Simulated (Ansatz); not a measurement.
CdSe₂:
```xyz
12
Lattice="6.6794 0.0000 0.0000 0.0000 6.6794 0.0000 0.0000 0.0000 6.6794" Properties=species:S:1:pos:R:3 pbc="T T T"
Cd     3.3397     3.3397     0.0000
Cd     0.0000     3.3397     3.3397
Cd     0.0000     0.0000     0.0000
Cd     3.3397     0.0000     3.3397
Se     0.6845     5.9950     2.6552
Se     5.9950     0.6845     4.0242
Se     2.6552     0.6845     5.9950
Se     4.0242     5.9950     0.6845
Se     4.0242     4.0242     4.0242
Se     2.6552     2.6552     2.6552
Se     5.9950     2.6552     0.6845
Se     0.6845     4.0242     5.9950
```

Relaxed with r²SCAN.

Q: Give the Bader charges and basin volumes of the independent atoms, r²SCAN in the plane-wave PAW code Ansatz.

A: 

| atom | Bader charge (e) | Bader volume (Å³) |
|---|---|---|
| Cd1 | +0.88 | 18.3 |
| Se5 | -0.44 | 28.1 |

Space group Pa-3. The workflow started from a Materials Project entry (that database holds measured and hypothetical structures alike); the Crystallography Open Database copy checked does not list it. Whether it is the stable phase at ambient conditions was not checked. The r²SCAN relaxation kept the symmetry of its start; its stability against distortions is not shown here.

Potentials: the later of the program's two PAW sets.
